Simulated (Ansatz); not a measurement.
**Sn3S5: rattling a relaxed structure**

The structure comes from a generated guess, relaxed at this level; another structure or a mixture of phases may lie lower.

Method: Ansatz 0.2.0, DFT PBE, scalar-relativistic, plane waves, PAW. Settings: cutoff 420 eV, Γ-centred mesh 6×6×6 on the computed 8-atom cell, Gaussian smearing of 0.10 eV; no spin polarisation.

The cell below (8 atoms, space group R32 (No. 155)) is relaxed within its symmetry.

```yaml
crystal:
  lattice:
    - [3.77952, 2.18210, 5.63815]
    - [-3.77952, 2.18210, 5.63815]
    - [0.00000, -4.36421, 5.63815]
  atoms:
    - { symbol: Sn, position: [0.75831, 0.24169, 0.50000] }
    - { symbol: Sn, position: [0.50000, 0.75831, 0.24169] }
    - { symbol: Sn, position: [0.24169, 0.50000, 0.75831] }
    - { symbol: S, position: [0.09972, 0.90028, 0.50000] }
    - { symbol: S, position: [0.50000, 0.09972, 0.90028] }
    - { symbol: S, position: [0.90028, 0.50000, 0.09972] }
    - { symbol: S, position: [0.39482, 0.39482, 0.39482] }
    - { symbol: S, position: [0.60518, 0.60518, 0.60518] }
```

For the test it was strained at random (σ = 1.5 % a component), the atoms were moved at random (σ = 0.15 Å), and all was relaxed again on a coarse 6×6×6 mesh (in the run’s order of axes) with 0.20 eV smearing, with no symmetry imposed.

No dispersion correction is applied, so the spacing and binding between layers, chains or molecules are poorly described.

**Question.** Does it come back?

**Answer.** It doesn't return. The energy falls by 19 meV/atom on that mesh, the volume changes by -1.8 %, and the end has space group P1 (No. 1) at a loose tolerance. Relaxed again on a 6×6×6 mesh with 0.02 eV smearing, the new structure lies 21 meV/atom below the first (mesh in the axes of the run's cell; the cell below is made exact in the group named). Space group P1 (No. 1), triclinic, a = 7.014 Å, b = 7.119 Å, c = 7.183 Å, α = 63.2°, β = 63.7°, γ = 64.0°. Sn on its first site is surrounded by 5 S at 2.57–2.74 Å and 2 Sn at 3.35–3.36 Å; Sn on its second site has 5 S at 2.57–2.75 Å and 2 Sn at 3.35–3.36 Å; Sn on its third site is surrounded by 5 S at 2.57–2.74 Å and 2 Sn at 3.35 Å; around S on its first site lie 3 Sn at 2.57–2.74 Å; 4 more sites not described.

Space group P1 (No. 1). a = 7.014 Å, b = 7.119 Å, c = 7.183 Å, α = 63.16°, β = 63.67°, γ = 63.96°
| atom | site | symmetry | x | y | z |
| --- | --- | --- | --- | --- | --- |
| Sn | 1a | 1 | 0.2241 | 0.5384 | 0.7369 |
| Sn | 1a | 1 | 0.5392 | 0.7370 | 0.2246 |
| Sn | 1a | 1 | 0.7363 | 0.2239 | 0.5380 |
| S | 1a | 1 | 0.9219 | 0.4601 | 0.1165 |
| S | 1a | 1 | 0.4601 | 0.1161 | 0.9214 |
| S | 1a | 1 | 0.1178 | 0.9239 | 0.4628 |
| S | 1a | 1 | 0.6135 | 0.6026 | 0.5999 |
| S | 1a | 1 | 0.3872 | 0.3980 | 0.4000 |
